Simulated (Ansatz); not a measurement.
NiAs2O4:
```cif
data_As8Ni4O16
_chemical_formula_sum 'Ni4 As8 O16'
_space_group_name_H-M_alt 'P 1'
_space_group_IT_number 1
_cell_length_a 8.24017
_cell_length_b 8.24017
_cell_length_c 5.62938
_cell_angle_alpha 90.000
_cell_angle_beta 90.000
_cell_angle_gamma 90.000
loop_
_space_group_symop_operation_xyz
  'x, y, z'
loop_
_atom_site_label
_atom_site_type_symbol
_atom_site_fract_x
_atom_site_fract_y
_atom_site_fract_z
_atom_site_occupancy
Ni1 Ni 0.50000 0.00000 0.25000 1
Ni2 Ni 0.50000 0.00000 0.75000 1
Ni3 Ni 0.00000 0.50000 0.75000 1
Ni4 Ni 0.00000 0.50000 0.25000 1
As1 As 0.17069 0.18415 0.00000 1
As2 As 0.82931 0.81585 0.00000 1
As3 As 0.81585 0.17069 0.50000 1
As4 As 0.18415 0.82931 0.50000 1
As5 As 0.67069 0.31585 0.00000 1
As6 As 0.32931 0.68415 0.00000 1
As7 As 0.31585 0.32931 0.50000 1
As8 As 0.68415 0.67069 0.50000 1
O1 O 0.31842 0.18158 0.25000 1
O2 O 0.68158 0.81842 0.75000 1
O3 O 0.81842 0.31842 0.75000 1
O4 O 0.18158 0.68158 0.25000 1
O5 O 0.68158 0.81842 0.25000 1
O6 O 0.31842 0.18158 0.75000 1
O7 O 0.18158 0.68158 0.75000 1
O8 O 0.81842 0.31842 0.25000 1
O9 O 0.63699 0.10797 0.00000 1
O10 O 0.36301 0.89203 0.00000 1
O11 O 0.89203 0.63699 0.50000 1
O12 O 0.10797 0.36301 0.50000 1
O13 O 0.13699 0.39203 0.00000 1
O14 O 0.86301 0.60797 0.00000 1
O15 O 0.39203 0.86301 0.50000 1
O16 O 0.60797 0.13699 0.50000 1
```
The run is spin-polarised; directions of the spins, atom by atom: ↑ ↑ ↑ ↑ 0 0 0 0 0 0 0 0 0 0 0 0 0 0 0 0 0 0 0 0 0 0 0 0.

Relaxed with r²SCAN.

Q: Which orbitals make up the states near the band edges in r²SCAN (plane waves, PAW; program Ansatz)?

A: Top 1 eV of the valence band: Ni 3d 60 %, O 2p 30 %. Bottom 1 eV of the conduction band: Ni 3d 68 %, As 4p 16 %, O 2p 8 %, O 2s 6 %. Projections are on Löwdin-orthogonalised atomic valence shells; empty p or d shells of many metals are not among them.

Q: Tabulate the density of states.

A: States/eV per cell of 28 atoms, in 0.25 eV bins, energy from the valence-band maximum.

| E (eV) | total | O 2p | Ni 3d | As 4p |
|---|---|---|---|---|
| -7.87 | 0.00 | 0.00 | 0.00 | 0.00 |
| -7.62 | 0.01 | 0.01 | 0.00 | 0.00 |
| -7.37 | 3.60 | 2.49 | 0.16 | 0.75 |
| -7.12 | 10.87 | 7.48 | 0.55 | 2.18 |
| -6.87 | 16.96 | 11.62 | 0.96 | 3.22 |
| -6.62 | 20.21 | 13.82 | 0.98 | 4.13 |
| -6.37 | 15.96 | 10.84 | 0.62 | 3.60 |
| -6.12 | 6.65 | 4.48 | 0.42 | 1.40 |
| -5.87 | 12.04 | 8.20 | 0.91 | 2.10 |
| -5.62 | 18.00 | 12.41 | 1.26 | 2.89 |
| -5.37 | 16.99 | 11.13 | 1.73 | 2.52 |
| -5.12 | 18.18 | 11.54 | 2.27 | 2.64 |
| -4.87 | 17.54 | 10.95 | 3.12 | 2.17 |
| -4.62 | 17.00 | 10.82 | 3.82 | 1.51 |
| -4.37 | 18.85 | 14.07 | 1.84 | 1.85 |
| -4.12 | 17.86 | 13.16 | 1.84 | 1.65 |
| -3.87 | 16.18 | 11.58 | 1.52 | 1.68 |
| -3.62 | 18.10 | 14.18 | 1.91 | 1.01 |
| -3.37 | 18.52 | 13.94 | 2.89 | 0.86 |
| -3.12 | 23.84 | 18.21 | 3.64 | 0.94 |
| -2.87 | 20.57 | 15.84 | 2.83 | 0.97 |
| -2.62 | 18.85 | 13.74 | 2.73 | 1.19 |
| -2.37 | 14.20 | 8.34 | 2.93 | 1.49 |
| -2.12 | 15.12 | 7.64 | 4.53 | 1.46 |
| -1.87 | 13.80 | 4.95 | 5.99 | 1.45 |
| -1.62 | 23.66 | 6.44 | 14.35 | 1.49 |
| -1.37 | 20.44 | 6.51 | 10.66 | 1.76 |
| -1.12 | 16.62 | 5.61 | 7.86 | 1.72 |
| -0.87 | 20.18 | 6.05 | 11.78 | 1.22 |
| -0.62 | 28.20 | 7.11 | 18.31 | 1.51 |
| -0.37 | 20.60 | 7.75 | 11.26 | 0.75 |
| -0.12 | 12.40 | 3.79 | 7.68 | 0.50 |
| 0.13 | 0.00 | 0.00 | 0.00 | 0.00 |
| 0.38 | 0.00 | 0.00 | 0.00 | 0.00 |
| 0.63 | 0.00 | 0.00 | 0.00 | 0.00 |
| 0.88 | 0.00 | 0.00 | 0.00 | 0.00 |
| 1.13 | 0.00 | 0.00 | 0.00 | 0.00 |
| 1.38 | 0.00 | 0.00 | 0.00 | 0.00 |
| 1.63 | 0.00 | 0.00 | 0.00 | 0.00 |
| 1.88 | 0.00 | 0.00 | 0.00 | 0.00 |
| 2.13 | 0.24 | 0.01 | 0.15 | 0.06 |
| 2.38 | 1.45 | 0.07 | 0.97 | 0.30 |
| 2.63 | 8.73 | 0.65 | 6.45 | 1.01 |
| 2.88 | 6.07 | 0.62 | 3.86 | 1.13 |
| 3.13 | 12.80 | 1.71 | 5.27 | 4.44 |
| 3.38 | 15.91 | 2.42 | 6.65 | 5.09 |
| 3.63 | 10.58 | 1.56 | 0.95 | 6.23 |
| 3.88 | 9.48 | 1.58 | 0.46 | 5.82 |
| 4.13 | 10.16 | 1.70 | 0.26 | 6.49 |
| 4.38 | 10.10 | 1.68 | 0.20 | 6.57 |
| 4.63 | 8.48 | 1.51 | 0.22 | 5.38 |
| 4.88 | 5.83 | 1.25 | 0.10 | 3.50 |
| 5.13 | 11.68 | 2.65 | 0.11 | 6.92 |
| 5.38 | 8.81 | 1.97 | 0.09 | 5.26 |
| 5.63 | 10.01 | 2.08 | 0.09 | 5.78 |
| 5.88 | 8.48 | 1.61 | 0.06 | 4.83 |
| 6.13 | 12.61 | 2.56 | 0.07 | 7.01 |
| 6.38 | 14.39 | 3.25 | 0.09 | 8.06 |
| 6.63 | 13.12 | 3.14 | 0.07 | 6.98 |
| 6.88 | 10.90 | 2.55 | 0.07 | 5.44 |

Space group P4_2/mbc. The first step of the workflow began from a Materials Project structure, measured or hypothetical; the Crystallography Open Database files this formula in space group No. 135, but the cells were not matched. Whether it is the stable phase at ambient conditions was not checked. The cell was relaxed with r²SCAN under the symmetry of its start; whether a distortion lowers the energy is not shown. Magnetic state: ferromagnetic, chosen from 3 collinear starts compared on coarse meshes (ties went to the first, and starts can fall back to one state), not a proven ground state. The program gave a warning on the electronic state, which may not be the lowest. No Hubbard U is applied. Scalar-relativistic: spin–orbit coupling is off unless named, which matters more the heavier the elements.

Potentials: the later of the program's two PAW sets.
